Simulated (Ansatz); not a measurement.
Relaxed AlN (wurtzite):

```xyz
8
Lattice="6.2596 0.0000 0.0000 -1.5649 2.7105 0.0000 0.0000 0.0000 5.0173" Properties=species:S:1:pos:R:3 pbc="T T T"
Al     1.5649     0.9035     0.0169
Al     4.6947     0.9035     0.0169
Al     0.0000     1.8070     2.5256
Al     3.1298     1.8070     2.5256
N      1.5649     0.9035     3.1199
N      4.6947     0.9035     3.1199
N      0.0000     1.8070     0.6113
N      3.1298     1.8070     0.6113
```

The atoms are displaced by Q × the pattern below (from a DFPT mode at M = (0.5, 0.0, 0.0), largest move 1; Q in Å), at fixed cell. (q is in reciprocal vectors of the primitive cell; the cell shown is doubled to hold the pattern.)

| atom | x | y | z |
|---|---|---|---|
| Al1 | -0.852 | -0.492 | -0.182 |
| Al2 | 0.852 | 0.492 | 0.182 |
| Al3 | 0.852 | 0.492 | -0.182 |
| Al4 | -0.852 | -0.492 | 0.182 |
| N5 | -0.520 | -0.300 | 0.535 |
| N6 | 0.520 | 0.300 | -0.535 |
| N7 | 0.520 | 0.300 | 0.535 |
| N8 | -0.520 | -0.300 | -0.535 |

Method: PBE (plane waves to 420 eV, PAW, scalar-relativistic; Ansatz, a quantum-chemistry and plane-wave program). k mesh 6×12×7 (Γ-centred), Fermi-Dirac smearing 0.05 eV. Energies are smeared free energies. Stress and pressure are positive under compression. AlN was relaxed with its symmetry unable to fall. The PAW data are Ansatz's earlier set. The zero of ΔE is the undisplaced structure.

**Question.** What ΔE (meV/cell) and P (GPa) does the calculation give at Q (Å) = -0.280, -0.093, 0.047, 0.140, 0.187, 0.233?

**Answer.** 
```tsv
Q (Å)	ΔE (meV/cell)	P (GPa)
-0.280	4803	7.4
-0.093	555	0.8
0.047	139	0.2
0.140	1241	1.8
0.187	2186	3.2
0.233	3378	5.1
```

(For displaced atoms, the force is minus the slope of the energy, and its curvature is a force constant, which sets phonon frequencies.)
